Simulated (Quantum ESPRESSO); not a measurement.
# MgGa3O5F: finding a planted mistake in a log

A calculation, not a measurement. The program is pw.x of Quantum ESPRESSO 7.5 (plane-wave density functional theory). The cell is made up: 10 atoms on a corundum lattice, with randomly drawn elements, strain and displacements, not relaxed. PseudoDojo standard norm-conserving files (v0.5 for PBE, v0.4.1 for LDA and PBEsol) set the functional; there is no spin polarisation, spin-orbit coupling or dispersion term, and the masses in the input are unused placeholders.

Intended input:

```
&control calculation='scf', pseudo_dir='./dojo.nc.sr.pbe.v0_5.standard.upf', outdir='./o', disk_io='medium', tprnfor=.true., tstress=.true. /
&system ibrav=0, nat=10, ntyp=4, nbnd=49, ecutwfc=84.00895049, nosym=.true., tot_charge=0,
 occupations='smearing', smearing='fd', degauss=0.0018374661
/
&electrons conv_thr=7.350e-09, electron_maxstep=60, /
ATOMIC_SPECIES
F 1.0 F.upf
Ga 1.0 Ga.upf
Mg 1.0 Mg.upf
O 1.0 O.upf
CELL_PARAMETERS angstrom
2.4947 1.4403 4.4799
-2.4947 1.4403 4.4799
0.0 -2.8806 4.4799
ATOMIC_POSITIONS angstrom
Mg -0.0184 -0.0334 4.7398
Ga -0.0078 -0.028 2.0055
Ga -0.0238 0.055 8.6736
Ga -0.0079 -0.0191 11.4632
O -0.9679 1.475 7.8679
O -0.7659 -1.5845 7.8455
O 1.7065 0.1342 7.8302
O 0.9229 -1.4734 5.6141
O 0.736 1.4805 5.597
F -1.7086 -0.1427 5.5969
K_POINTS automatic
5 5 5 1 1 1
```

The log is shortened where brackets say so; the opening notice, blank lines, dates and the lines on written files are dropped, and the path of the files is cut. It prints rydbergs, bohrs and kilobars, and counts compression as positive stress. Where no state is partly filled, the Fermi energy that it prints is only some level between the filled and the empty states on the mesh, and need not lie in the true gap.

Log of the intended run:

```
     Program PWSCF v.7.5
     Parallel version (MPI & OpenMP), running on       1 processor cores
     Number of MPI processes:                 1
     Threads/MPI process:                     1
     [start-up lines left out]
     bravais-lattice index     =            0
     lattice parameter (alat)  =      10.0649  a.u.
     unit-cell volume          =     651.7596 (a.u.)^3
     number of atoms/cell      =           10
     number of atomic types    =            4
     number of electrons       =        86.00
     number of Kohn-Sham states=           49
     kinetic-energy cutoff     =      84.0090  Ry
     charge density cutoff     =     336.0358  Ry
     scf convergence threshold =      7.3E-09
     mixing beta               =       0.7000
     number of iterations used =            8  plain     mixing
     Exchange-correlation= PBE
                           (   1   4   3   4   0   0   0)
     [axes and pseudopotential details left out]
   Cartesian axes
     site n.     atom                  positions (alat units)
         1        Mg     tau(   1) = (  -0.0034547  -0.0062710   0.8899170  )
         2        Ga     tau(   2) = (  -0.0014645  -0.0052571   0.3765409  )
         3        Ga     tau(   3) = (  -0.0044685   0.0103265   1.6285042  )
         4        Ga     tau(   4) = (  -0.0014833  -0.0035861   2.1522631  )
         5        O      tau(   5) = (  -0.1817272   0.2769373   1.4772307  )
         6        O      tau(   6) = (  -0.1438009  -0.2974964   1.4730250  )
         7        O      tau(   7) = (   0.3204024   0.0251966   1.4701524  )
         8        O      tau(   8) = (   0.1732783  -0.2766369   1.0540705  )
         9        O      tau(   9) = (   0.1381870   0.2779700   1.0508599  )
        10        F      tau(  10) = (  -0.3207967  -0.0267925   1.0508411  )
     number of k points=    63  Fermi-Dirac smearing, width (Ry)=  0.0018
                       cart. coord. in units 2pi/alat
        k(    1) = (   0.0000000   0.0000000   0.1188891), wk =   0.0320000
        k(    2) = (   0.0000000  -0.2465280   0.1981486), wk =   0.0320000
     [further k points left out]
     Dense  grid:    67879 G-vectors     FFT dimensions: (  60,  60,  60)
     Estimated max dynamical RAM per process >     105.49 MB
     Initial potential from superposition of free atoms
     starting charge      85.9911, renormalised to      86.0000
     Starting wfcs are   56 randomized atomic wfcs
     total cpu time spent up to now is       26.4 secs
     per-process dynamical memory:    62.6 Mb
     Self-consistent Calculation
     iteration #  1     ecut=    84.01 Ry     beta= 0.70
     Davidson diagonalization with overlap
     ethr =  1.00E-02,  avg # of iterations =  2.9
     total cpu time spent up to now is       90.7 secs
     total energy              =    -791.75282639 Ry
     estimated scf accuracy    <       2.24888693 Ry
     iteration #  2     ecut=    84.01 Ry     beta= 0.70
     Davidson diagonalization with overlap
     ethr =  2.61E-03,  avg # of iterations =  2.4
     total cpu time spent up to now is      150.9 secs
     total energy              =    -792.33700501 Ry
     estimated scf accuracy    <       2.31412480 Ry
     [iterations 3 to 11 left out]
     iteration # 12     ecut=    84.01 Ry     beta= 0.70
     Davidson diagonalization with overlap
     ethr =  3.68E-11,  avg # of iterations =  2.0
     total cpu time spent up to now is      671.7 secs
     total energy              =    -792.78743051 Ry
     estimated scf accuracy    <       0.00000001 Ry
     iteration # 13     ecut=    84.01 Ry     beta= 0.70
     Davidson diagonalization with overlap
     ethr =  1.51E-11,  avg # of iterations =  2.0
     total cpu time spent up to now is      726.8 secs
     End of self-consistent calculation
     [lines on levels left out]
     the Fermi energy is    11.2619 ev
!    total energy              =    -792.78743051 Ry
     estimated scf accuracy    <          8.3E-10 Ry
     smearing contrib. (-TS)   =       0.00000000 Ry
     internal energy E=F+TS    =    -792.78743051 Ry
     The total energy is F=E-TS. E is the sum of the following terms:
     one-electron contribution =    -261.63127679 Ry
     hartree contribution      =     201.37101359 Ry
     xc contribution           =    -195.51251828 Ry
     ewald contribution        =    -537.01464903 Ry
     convergence has been achieved in  13 iterations
     Forces acting on atoms (cartesian axes, Ry/au):
     atom    1 type  3   force =     0.03477369    0.00834032   -0.02263578
     atom    2 type  2   force =    -0.05300114    0.08408991    0.02220566
     atom    3 type  2   force =    -0.03338366   -0.10718869   -0.05427902
     atom    4 type  2   force =    -0.02692772   -0.05710228    0.05346214
     atom    5 type  4   force =     0.00975195   -0.02349277   -0.01146359
     atom    6 type  4   force =    -0.03295996    0.03761476   -0.02088518
     atom    7 type  4   force =     0.01833019   -0.02337681   -0.02148320
     atom    8 type  4   force =     0.05773154   -0.02020989    0.01264540
     atom    9 type  4   force =     0.03249410    0.08704018    0.03229806
     atom   10 type  1   force =    -0.00680899    0.01428526    0.01013552
     Total force =     0.231404     Total SCF correction =     0.000044
     Computing stress (Cartesian axis) and pressure
          total   stress  (Ry/bohr**3)                   (kbar)     P=      116.89
   0.00055342   0.00010501  -0.00014481           81.41       15.45      -21.30
   0.00010501   0.00092508   0.00009720           15.45      136.08       14.30
  -0.00014481   0.00009720   0.00090524          -21.30       14.30      133.17
     init_run     :     24.90s CPU     26.30s WALL (       1 calls)
     electrons    :    676.43s CPU    700.42s WALL (       1 calls)
     forces       :      8.20s CPU      8.28s WALL (       1 calls)
     stress       :     29.80s CPU     29.93s WALL (       1 calls)
     [timing details left out]
     PWSCF        :  12m19.67s CPU  12m45.80s WALL
     JOB DONE.
```

A second run was made from an input with one planted mistake. Its log:

```
     Program PWSCF v.7.5
     Parallel version (MPI & OpenMP), running on       1 processor cores
     Number of MPI processes:                 1
     Threads/MPI process:                     1
     [start-up lines left out]
     bravais-lattice index     =            0
     lattice parameter (alat)  =      10.0649  a.u.
     unit-cell volume          =     651.7596 (a.u.)^3
     number of atoms/cell      =           10
     number of atomic types    =            4
     number of electrons       =        86.00
     number of Kohn-Sham states=           49
     kinetic-energy cutoff     =      84.0090  Ry
     charge density cutoff     =     336.0358  Ry
     scf convergence threshold =      7.3E-02
     mixing beta               =       0.7000
     number of iterations used =            8  plain     mixing
     Exchange-correlation= PBE
                           (   1   4   3   4   0   0   0)
     [axes and pseudopotential details left out]
   Cartesian axes
     site n.     atom                  positions (alat units)
         1        Mg     tau(   1) = (  -0.0034547  -0.0062710   0.8899170  )
         2        Ga     tau(   2) = (  -0.0014645  -0.0052571   0.3765409  )
         3        Ga     tau(   3) = (  -0.0044685   0.0103265   1.6285042  )
         4        Ga     tau(   4) = (  -0.0014833  -0.0035861   2.1522631  )
         5        O      tau(   5) = (  -0.1817272   0.2769373   1.4772307  )
         6        O      tau(   6) = (  -0.1438009  -0.2974964   1.4730250  )
         7        O      tau(   7) = (   0.3204024   0.0251966   1.4701524  )
         8        O      tau(   8) = (   0.1732783  -0.2766369   1.0540705  )
         9        O      tau(   9) = (   0.1381870   0.2779700   1.0508599  )
        10        F      tau(  10) = (  -0.3207967  -0.0267925   1.0508411  )
     number of k points=    63  Fermi-Dirac smearing, width (Ry)=  0.0018
                       cart. coord. in units 2pi/alat
        k(    1) = (   0.0000000   0.0000000   0.1188891), wk =   0.0320000
        k(    2) = (   0.0000000  -0.2465280   0.1981486), wk =   0.0320000
     [further k points left out]
     Dense  grid:    67879 G-vectors     FFT dimensions: (  60,  60,  60)
     Estimated max dynamical RAM per process >     105.49 MB
     Initial potential from superposition of free atoms
     starting charge      85.9911, renormalised to      86.0000
     Starting wfcs are   56 randomized atomic wfcs
     total cpu time spent up to now is       26.6 secs
     per-process dynamical memory:    84.6 Mb
     Self-consistent Calculation
     iteration #  1     ecut=    84.01 Ry     beta= 0.70
     Davidson diagonalization with overlap
     ethr =  1.00E-02,  avg # of iterations =  2.9
     total cpu time spent up to now is       86.6 secs
     total energy              =    -791.75282639 Ry
     estimated scf accuracy    <       2.24888693 Ry
     iteration #  2     ecut=    84.01 Ry     beta= 0.70
     Davidson diagonalization with overlap
     ethr =  2.61E-03,  avg # of iterations =  2.4
     total cpu time spent up to now is      146.3 secs
     total energy              =    -792.33700501 Ry
     estimated scf accuracy    <       2.31412480 Ry
     iteration #  3     ecut=    84.01 Ry     beta= 0.70
     Davidson diagonalization with overlap
     ethr =  2.61E-03,  avg # of iterations =  2.0
     total cpu time spent up to now is      205.2 secs
     End of self-consistent calculation
     [lines on levels left out]
     the Fermi energy is     9.9636 ev
!    total energy              =    -792.76201441 Ry
     estimated scf accuracy    <       0.04313007 Ry
     smearing contrib. (-TS)   =      -0.00000000 Ry
     internal energy E=F+TS    =    -792.76201441 Ry
     The total energy is F=E-TS. E is the sum of the following terms:
     one-electron contribution =    -261.13607606 Ry
     hartree contribution      =     200.74117546 Ry
     xc contribution           =    -195.35246478 Ry
     ewald contribution        =    -537.01464903 Ry
     convergence has been achieved in   3 iterations
     Forces acting on atoms (cartesian axes, Ry/au):
     atom    1 type  3   force =     0.00327516   -0.00066731   -0.00544762
     atom    2 type  2   force =    -0.00535236   -0.04036204   -0.05565879
     atom    3 type  2   force =    -0.01731315   -0.03850231    0.01152221
     atom    4 type  2   force =     0.02104266    0.03196038   -0.01248441
     atom    5 type  4   force =    -0.00034426   -0.01604716   -0.00347710
     atom    6 type  4   force =    -0.03023194    0.02904681   -0.01052341
     atom    7 type  4   force =     0.00868216   -0.02267188   -0.00930131
     atom    8 type  4   force =     0.03743376   -0.01928671    0.01674935
     atom    9 type  4   force =     0.02523512    0.07213532    0.03375050
     atom   10 type  1   force =    -0.04242716    0.00439489    0.03487057
     Total force =     0.152362     Total SCF correction =     0.552042
     SCF correction compared to forces is large: reduce conv_thr to get better values
     Computing stress (Cartesian axis) and pressure
          total   stress  (Ry/bohr**3)                   (kbar)     P=       62.97
   0.00016365   0.00010958  -0.00027051           24.07       16.12      -39.79
   0.00010958   0.00056332   0.00011016           16.12       82.87       16.20
  -0.00027051   0.00011016   0.00055717          -39.79       16.20       81.96
     init_run     :     25.11s CPU     26.48s WALL (       1 calls)
     electrons    :    171.84s CPU    178.56s WALL (       1 calls)
     forces       :      9.46s CPU      9.54s WALL (       1 calls)
     stress       :     33.68s CPU     33.83s WALL (       1 calls)
     [timing details left out]
     PWSCF        :   4m 0.46s CPU   4m10.30s WALL
     JOB DONE.
```

Question: what was wrong in the second input?

Answer: the self-consistency threshold is too loose. The input lines that differ, file-writing options aside:

```
- &electrons conv_thr=7.350e-09, electron_maxstep=60, /
+ &electrons conv_thr=7.350e-02, electron_maxstep=60, /
```

```
                                            intended run  run with the mistake
                          free energy (eV)    -10786.422            -10786.077
                    smearing term -TS (eV)        0.0000                0.0000
                            pressure (GPa)         11.69                  6.30
            largest force component (eV/Å)         2.756                 1.855
largest change of a force component (eV/Å)                               3.200
                                iterations            13                     3
```

For scale, a rerun of the intended cell at 1437 eV and a 7 x 7 x 7 mesh moved values by no more than 0.004 eV in energy, 0.03 GPa in stress and 0.003 eV/Å in force.